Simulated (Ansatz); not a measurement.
BaTe:
```
BaTe
1.0
    0.00000     3.43307     3.43307
    3.43307     0.00000     3.43307
    3.43307     3.43307     0.00000
Ba Te
1 1
Cartesian
  0.00000   0.00000   0.00000
  3.43307   3.43307   3.43307
```

This is the LDA-relaxed structure.

### Question
All from plane-wave PAW LDA (Ansatz code), unless another level is named. Estimate the Poisson's ratio.

### Answer
0.27.

### Question
Give the highest zone-centre frequency (without LO–TO term).

### Answer
100 cm⁻¹.

### Question
What about the elastic constants (relaxed ions, GPa)?

### Answer
C11 = 87.6, C12 = 9.2, C44 = 11.3.

Space group Fm-3m (rock salt). The cell was relaxed with LDA under the symmetry of its start; of distortions, only those at the zone centre were tested. Scalar-relativistic: spin–orbit coupling is off unless named, which matters more the heavier the elements.

Potentials: the later of the program's two PAW sets.
